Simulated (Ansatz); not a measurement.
ZrGeS in space group P4/nmm (No. 129; Zr on 2c, Ge on 2a, S on 2c) at seven volumes, the program Ansatz at the LDA level (PAW), shape and atoms relaxed at each. One row is withheld.

```csv
V (Å³/atom),P (GPa)
15.379,16.22
15.886,9.92
16.393,4.55
16.900,0.00
17.407,?
17.914,-7.13
18.421,-9.90
```

Problem. Fit the shown pressures and predict the withheld one.

Solution. Third-order Birch–Murnaghan: P = (3/2)B₀(x^(7/2) − x^(5/2))[1 + (3/4)(B′ − 4)(x − 1)] with x = (V₀/V)^(2/3). Least squares on the six rows gives V₀ = 16.901 Å³/atom, B₀ = 139.3 GPa, B′ = 4.45. At V = 17.407, x = 0.9805 and P = -3.85 GPa. The run itself gave -3.85 GPa.

The first step of the workflow began from a Materials Project structure, measured or hypothetical; the Crystallography Open Database files this formula in space group No. 129, but the cells were not matched. Whether it is the stable phase at ambient conditions was not checked. Symmetry was held in the LDA relaxation; whether a distortion lowers the energy is not shown. The run is not spin-polarised.

Potentials: the later of the program's two PAW sets.
